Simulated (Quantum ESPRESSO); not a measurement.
# W3TaSe5ClS2: finding a planted mistake in a log

A calculation, not a measurement. The program is pw.x of Quantum ESPRESSO 7.5 (plane-wave density functional theory). The cell is made up: 12 atoms on a layered 2H lattice, with randomly drawn elements, strain and displacements, not relaxed. PseudoDojo standard norm-conserving files (v0.5 for PBE, v0.4.1 for LDA and PBEsol) set the functional; there is no spin polarisation, spin-orbit coupling or dispersion term, and the masses in the input are unused placeholders.

Intended input:

```
&control calculation='scf', pseudo_dir='./dojo.nc.sr.pbe.v0_5.standard.upf', outdir='./o', disk_io='low', tprnfor=.true., tstress=.true. /
&system ibrav=0, nat=12, ntyp=5, nbnd=83, ecutwfc=85.99341389, nosym=.true., tot_charge=0,
 occupations='smearing', smearing='fd', degauss=0.0018374661
/
&electrons conv_thr=7.350e-09, electron_maxstep=60, /
ATOMIC_SPECIES
Cl 1.0 Cl.upf
S 1.0 S.upf
Se 1.0 Se.upf
Ta 1.0 Ta.upf
W 1.0 W.upf
CELL_PARAMETERS angstrom
3.3238 0.0 0.0
0.0 5.7569 0.0
0.0 0.0 13.2799
ATOMIC_POSITIONS angstrom
W -0.0139 1.9082 3.3622
W 1.5826 0.9412 10.0188
Ta 1.6674 4.7124 3.316
W -0.0002 3.8205 9.9581
Se -0.0245 1.8988 8.2609
Se -0.0712 1.9445 11.6055
Cl 1.6543 1.0484 1.7044
Se 1.6242 0.9985 5.0534
S 1.6157 4.766 8.2589
S 1.7271 4.8358 11.6151
Se 0.0525 3.8611 1.675
Se 0.0957 3.856 4.9281
K_POINTS automatic
7 4 2 1 1 1
```

The log is shortened where brackets say so; the opening notice, blank lines, dates and the lines on written files are dropped, and the path of the files is cut. It prints rydbergs, bohrs and kilobars, and counts compression as positive stress. Where no state is partly filled, the Fermi energy that it prints is only some level between the filled and the empty states on the mesh, and need not lie in the true gap.

Log of the intended run:

```
     Program PWSCF v.7.5
     Parallel version (MPI & OpenMP), running on       4 processor cores
     Number of MPI processes:                 4
     Threads/MPI process:                     1
     [start-up lines left out]
     bravais-lattice index     =            0
     lattice parameter (alat)  =       6.2811  a.u.
     unit-cell volume          =    1714.8059 (a.u.)^3
     number of atoms/cell      =           12
     number of atomic types    =            5
     number of electrons       =       154.00
     number of Kohn-Sham states=           83
     kinetic-energy cutoff     =      85.9934  Ry
     charge density cutoff     =     343.9737  Ry
     scf convergence threshold =      7.3E-09
     mixing beta               =       0.7000
     number of iterations used =            8  plain     mixing
     Exchange-correlation= PBE
                           (   1   4   3   4   0   0   0)
     [axes and pseudopotential details left out]
   Cartesian axes
     site n.     atom                  positions (alat units)
         1        W      tau(   1) = (  -0.0041820   0.5741019   1.0115530  )
         2        W      tau(   2) = (   0.4761418   0.2831699   3.0142608  )
         3        Ta     tau(   3) = (   0.5016547   1.4177748   0.9976533  )
         4        W      tau(   4) = (  -0.0000602   1.1494374   2.9959986  )
         5        Se     tau(   5) = (  -0.0073711   0.5712738   2.4853782  )
         6        Se     tau(   6) = (  -0.0214213   0.5850232   3.4916361  )
         7        Cl     tau(   7) = (   0.4977135   0.3154221   0.5127866  )
         8        Se     tau(   8) = (   0.4886576   0.3004092   1.5203683  )
         9        S      tau(   9) = (   0.4861002   1.4339010   2.4847765  )
        10        S      tau(  10) = (   0.5196161   1.4549010   3.4945243  )
        11        Se     tau(  11) = (   0.0157952   1.1616523   0.5039413  )
        12        Se     tau(  12) = (   0.0287923   1.1601179   1.4826704  )
     number of k points=    28  Fermi-Dirac smearing, width (Ry)=  0.0018
                       cart. coord. in units 2pi/alat
        k(    1) = (   0.0714286   0.0721699   0.0625720), wk =   0.0714286
        k(    2) = (   0.0714286   0.0721699  -0.0625720), wk =   0.0714286
     [further k points left out]
     Dense  grid:   184701 G-vectors     FFT dimensions: (  40,  72, 150)
     Estimated max dynamical RAM per process >     595.26 MB
     Estimated total dynamical RAM >       2.19 GB
     Initial potential from superposition of free atoms
     starting charge     153.9971, renormalised to     154.0000
     Starting wfcs are   97 randomized atomic wfcs
     total cpu time spent up to now is       11.1 secs
     per-process dynamical memory:   432.8 Mb
     Self-consistent Calculation
     iteration #  1     ecut=    85.99 Ry     beta= 0.70
     Davidson diagonalization with overlap
     ethr =  1.00E-02,  avg # of iterations =  2.0
     Threshold (ethr) on eigenvalues was too large:
     Diagonalizing with lowered threshold
     Davidson diagonalization with overlap
     ethr =  2.29E-04,  avg # of iterations =  4.0
     total cpu time spent up to now is       61.8 secs
     total energy              =   -1874.86832017 Ry
     estimated scf accuracy    <       0.41133761 Ry
     iteration #  2     ecut=    85.99 Ry     beta= 0.70
     Davidson diagonalization with overlap
     ethr =  2.67E-04,  avg # of iterations = 13.8
     total cpu time spent up to now is       96.1 secs
     total energy              =   -1874.58844244 Ry
     estimated scf accuracy    <       2.30452453 Ry
     [iterations 3 to 16 left out]
     iteration # 17     ecut=    85.99 Ry     beta= 0.70
     Davidson diagonalization with overlap
     ethr =  1.68E-11,  avg # of iterations =  3.9
     total cpu time spent up to now is      502.5 secs
     total energy              =   -1875.03047680 Ry
     estimated scf accuracy    <       0.00000002 Ry
     iteration # 18     ecut=    85.99 Ry     beta= 0.70
     Davidson diagonalization with overlap
     ethr =  9.79E-12,  avg # of iterations =  2.4
     total cpu time spent up to now is      523.3 secs
     End of self-consistent calculation
     [lines on levels left out]
     the Fermi energy is    11.7858 ev
!    total energy              =   -1875.03047679 Ry
     estimated scf accuracy    <          4.0E-09 Ry
     smearing contrib. (-TS)   =      -0.00000000 Ry
     internal energy E=F+TS    =   -1875.03047679 Ry
     The total energy is F=E-TS. E is the sum of the following terms:
     one-electron contribution =   -1086.14452508 Ry
     hartree contribution      =     588.34938887 Ry
     xc contribution           =    -392.67866205 Ry
     ewald contribution        =    -984.55667854 Ry
     convergence has been achieved in  18 iterations
     Forces acting on atoms (cartesian axes, Ry/au):
     atom    1 type  5   force =     0.00102684    0.00896803   -0.02501498
     atom    2 type  5   force =     0.02977896   -0.04451522   -0.07413193
     atom    3 type  4   force =     0.04738252    0.11559204   -0.01431382
     atom    4 type  5   force =    -0.00391926    0.07173269   -0.02806779
     atom    5 type  3   force =    -0.01438975   -0.00289370    0.03255427
     atom    6 type  3   force =     0.00148345   -0.00280160    0.03492069
     atom    7 type  1   force =     0.00041534   -0.02651594    0.02099326
     atom    8 type  3   force =     0.01151347   -0.01680614   -0.01810830
     atom    9 type  2   force =     0.00889698    0.00205982    0.10227530
     atom   10 type  2   force =    -0.02151195   -0.02314835   -0.06620898
     atom   11 type  3   force =    -0.01945534   -0.04013028   -0.06179349
     atom   12 type  3   force =    -0.04122126   -0.04154137    0.09689577
     Total force =     0.264140     Total SCF correction =     0.000510
     Computing stress (Cartesian axis) and pressure
          total   stress  (Ry/bohr**3)                   (kbar)     P=      -11.28
  -0.00004072   0.00001301  -0.00003915           -5.99        1.91       -5.76
   0.00001301  -0.00017269  -0.00003068            1.91      -25.40       -4.51
  -0.00003915  -0.00003068  -0.00001663           -5.76       -4.51       -2.45
     init_run     :     10.01s CPU     10.35s WALL (       1 calls)
     electrons    :    504.33s CPU    512.32s WALL (       1 calls)
     forces       :      4.54s CPU      4.60s WALL (       1 calls)
     stress       :     14.68s CPU     15.00s WALL (       1 calls)
     [timing details left out]
     PWSCF        :   8m54.38s CPU   9m 3.21s WALL
     JOB DONE.
```

A second run was made from an input with one planted mistake. Its log:

```
     Program PWSCF v.7.5
     Parallel version (MPI & OpenMP), running on       4 processor cores
     Number of MPI processes:                 4
     Threads/MPI process:                     1
     [start-up lines left out]
     bravais-lattice index     =            0
     lattice parameter (alat)  =       6.2811  a.u.
     unit-cell volume          =    1714.8059 (a.u.)^3
     number of atoms/cell      =           12
     number of atomic types    =            5
     number of electrons       =       154.00
     number of Kohn-Sham states=           83
     kinetic-energy cutoff     =      85.9934  Ry
     charge density cutoff     =     343.9737  Ry
     scf convergence threshold =      7.3E-09
     mixing beta               =       0.7000
     number of iterations used =            8  plain     mixing
     Exchange-correlation= PBE
                           (   1   4   3   4   0   0   0)
     [axes and pseudopotential details left out]
   Cartesian axes
     site n.     atom                  positions (alat units)
         1        W      tau(   1) = (  -0.0041820   0.5741019   1.0115530  )
         2        W      tau(   2) = (   0.4761418   0.2831699   3.0142608  )
         3        Ta     tau(   3) = (   0.5016547   1.4177748   0.9976533  )
         4        W      tau(   4) = (  -0.0000602   1.1494374   2.9959986  )
         5        Se     tau(   5) = (  -0.0073711   0.5712738   2.4853782  )
         6        S      tau(   6) = (  -0.0214213   0.5850232   3.4916361  )
         7        Cl     tau(   7) = (   0.4977135   0.3154221   0.5127866  )
         8        Se     tau(   8) = (   0.4886576   0.3004092   1.5203683  )
         9        S      tau(   9) = (   0.4861002   1.4339010   2.4847765  )
        10        Se     tau(  10) = (   0.5196161   1.4549010   3.4945243  )
        11        Se     tau(  11) = (   0.0157952   1.1616523   0.5039413  )
        12        Se     tau(  12) = (   0.0287923   1.1601179   1.4826704  )
     number of k points=    28  Fermi-Dirac smearing, width (Ry)=  0.0018
                       cart. coord. in units 2pi/alat
        k(    1) = (   0.0714286   0.0721699   0.0625720), wk =   0.0714286
        k(    2) = (   0.0714286   0.0721699  -0.0625720), wk =   0.0714286
     [further k points left out]
     Dense  grid:   184701 G-vectors     FFT dimensions: (  40,  72, 150)
     Estimated max dynamical RAM per process >     595.26 MB
     Estimated total dynamical RAM >       2.19 GB
     Initial potential from superposition of free atoms
     starting charge     153.9971, renormalised to     154.0000
     Starting wfcs are   97 randomized atomic wfcs
     total cpu time spent up to now is       10.4 secs
     per-process dynamical memory:   433.2 Mb
     Self-consistent Calculation
     iteration #  1     ecut=    85.99 Ry     beta= 0.70
     Davidson diagonalization with overlap
     ethr =  1.00E-02,  avg # of iterations =  2.0
     Threshold (ethr) on eigenvalues was too large:
     Diagonalizing with lowered threshold
     Davidson diagonalization with overlap
     ethr =  2.24E-04,  avg # of iterations =  4.0
     total cpu time spent up to now is       56.9 secs
     total energy              =   -1874.87599790 Ry
     estimated scf accuracy    <       0.40595881 Ry
     iteration #  2     ecut=    85.99 Ry     beta= 0.70
     Davidson diagonalization with overlap
     ethr =  2.64E-04,  avg # of iterations = 13.0
     total cpu time spent up to now is       88.6 secs
     total energy              =   -1874.60415698 Ry
     estimated scf accuracy    <       2.18898375 Ry
     [iterations 3 to 16 left out]
     iteration # 17     ecut=    85.99 Ry     beta= 0.70
     Davidson diagonalization with overlap
     ethr =  1.51E-11,  avg # of iterations =  3.1
     total cpu time spent up to now is      467.1 secs
     total energy              =   -1875.03399743 Ry
     estimated scf accuracy    <          8.8E-09 Ry
     iteration # 18     ecut=    85.99 Ry     beta= 0.70
     Davidson diagonalization with overlap
     ethr =  5.70E-12,  avg # of iterations =  3.0
     total cpu time spent up to now is      487.3 secs
     End of self-consistent calculation
     [lines on levels left out]
     the Fermi energy is    11.7843 ev
!    total energy              =   -1875.03399743 Ry
     estimated scf accuracy    <          3.7E-10 Ry
     smearing contrib. (-TS)   =      -0.00000000 Ry
     internal energy E=F+TS    =   -1875.03399743 Ry
     The total energy is F=E-TS. E is the sum of the following terms:
     one-electron contribution =   -1080.09277096 Ry
     hartree contribution      =     585.34249177 Ry
     xc contribution           =    -392.67505822 Ry
     ewald contribution        =    -987.60866003 Ry
     convergence has been achieved in  18 iterations
     Forces acting on atoms (cartesian axes, Ry/au):
     atom    1 type  5   force =     0.00100475    0.00864548   -0.02522594
     atom    2 type  5   force =     0.02675787    0.02904436   -0.05417557
     atom    3 type  4   force =     0.04738516    0.11600355   -0.01426261
     atom    4 type  5   force =     0.00182723    0.00980181   -0.04427468
     atom    5 type  3   force =    -0.01513043   -0.00760790    0.03509548
     atom    6 type  2   force =     0.00351827   -0.00452525   -0.05746010
     atom    7 type  1   force =     0.00043428   -0.02609948    0.02088474
     atom    8 type  3   force =     0.01151729   -0.01680721   -0.01808085
     atom    9 type  2   force =     0.00836721    0.00709761    0.10029621
     atom   10 type  3   force =    -0.02500524   -0.03353809    0.02203742
     atom   11 type  3   force =    -0.01945128   -0.04048618   -0.06164771
     atom   12 type  3   force =    -0.04122510   -0.04152871    0.09681360
     Total force =     0.246809     Total SCF correction =     0.000111
     Computing stress (Cartesian axis) and pressure
          total   stress  (Ry/bohr**3)                   (kbar)     P=      -12.20
  -0.00005856  -0.00000125  -0.00003971           -8.61       -0.18       -5.84
  -0.00000125  -0.00016622  -0.00004735           -0.18      -24.45       -6.97
  -0.00003971  -0.00004735  -0.00002400           -5.84       -6.97       -3.53
     init_run     :      9.74s CPU     10.08s WALL (       1 calls)
     electrons    :    469.80s CPU    476.91s WALL (       1 calls)
     forces       :      4.33s CPU      4.39s WALL (       1 calls)
     stress       :     14.86s CPU     15.16s WALL (       1 calls)
     [timing details left out]
     PWSCF        :   8m19.14s CPU   8m27.09s WALL
     JOB DONE.
```

Question: what was wrong in the second input?

Answer: two atoms have their elements exchanged. The input lines that differ, file-writing options aside:

```
- Se -0.0712 1.9445 11.6055
+ S -0.0712 1.9445 11.6055
- S 1.7271 4.8358 11.6151
+ Se 1.7271 4.8358 11.6151
```

```
                                            intended run  run with the mistake
                          free energy (eV)    -25511.089            -25511.137
                    smearing term -TS (eV)        0.0000                0.0000
                            pressure (GPa)         -1.13                 -1.22
            largest force component (eV/Å)         2.972                 2.983
largest change of a force component (eV/Å)                               2.375
                                iterations            18                    18
```

For scale, a rerun of the intended cell at a cutoff of 1467 eV and k mesh 9 x 6 x 4 moved values by no more than 0.004 eV in energy, 0.03 GPa in stress and 0.005 eV/Å in force.